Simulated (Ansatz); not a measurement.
## Co: stationary points along a deformation path

Theory: Ansatz, DFT PBEsol, scalar-relativistic, plane waves, PAW. Settings: plane waves to 420 eV, k-mesh 24×24×14 (Γ-centred), Gaussian smearing 0.15 eV. Collinear spins, started from moments 1.9, 1.9 μB in atom order; the magnetic state may not be the lowest. Energies are free energies at this smearing, counted from the undisturbed cell; pressure is positive in compression.

Reference structure (as given, not relaxed at this level; it stands at -9.5 GPa):

```
Co
1.0
     2.48736    0.00000    0.00000
    -1.24368    2.15412    0.00000
     0.00000    0.00000    4.06329
Co
2
Cartesian
  1.2437 0.7180 1.0559
  0.0000 1.4361 3.0074
```

At fixed volume and fractional coordinates, lengths along (0.000, 0.000, 1.000) are scaled against those across it; ρ is that ratio over its starting value. V = 10.886 Å³/atom. Δσ is the stress along the axis less the mean stress across it (compression positive).

| ρ | ΔE (meV/atom) | Δσ (GPa) | space group |
| --- | --- | --- | --- |
| 0.850 | 142.7 | 36.69 | P-3m1 |
| 0.920 | 37.0 | 20.87 | P-3m1 |
| 0.960 | 7.3 | 9.74 | P-3m1 |
| 1.000 | 0.0 | -1.90 | P-3m1 |
| 1.050 | 19.7 | -15.89 | P-3m1 |
| 1.100 | 67.1 | -29.13 | P-3m1 |
| 1.200 | 228.2 | -52.08 | P-3m1 |

Problem. How does the stress give the slope of the energy, and where is the energy stationary?

Solution. Along the path d ln(length) is 2/3 d ln ρ on the axis and −1/3 d ln ρ across it, so dE/d ln ρ = −(2/3) V Δσ: the energy falls with ρ where Δσ is positive. Δσ vanishes or changes sign between ρ = 0.960 and 1.000, a minimum (near 0.99 by linear interpolation). Pairs of stationary points between two samples would go unseen, and could change a minimum read from distant neighbours into a maximum.

Problem. Integrate that slope from ρ = 1 to 0.850 by the trapezoid rule.

Solution. With V/N in Å³ and 1 eV/Å³ = 160.2 GPa the slopes at ρ = 1.000, 0.960, 0.920, 0.850 are 86, -441, -945, -1662 meV/atom per unit of ln ρ. The steps add 7.3 + 29.5 + 103.2 = 139.9 meV/atom, against 142.7 from the energies; the trapezoid rule misses the curvature of the slope within each step.

Forces appear on the atoms along this scan, and letting them relax would lower the energy and soften the response. In a metal these slopes depend on the k mesh and the smearing.

Cost: 7 runs of about 8 core-minutes in all, on Intel Xeon Processor @ 2.70GHz (shared hosts).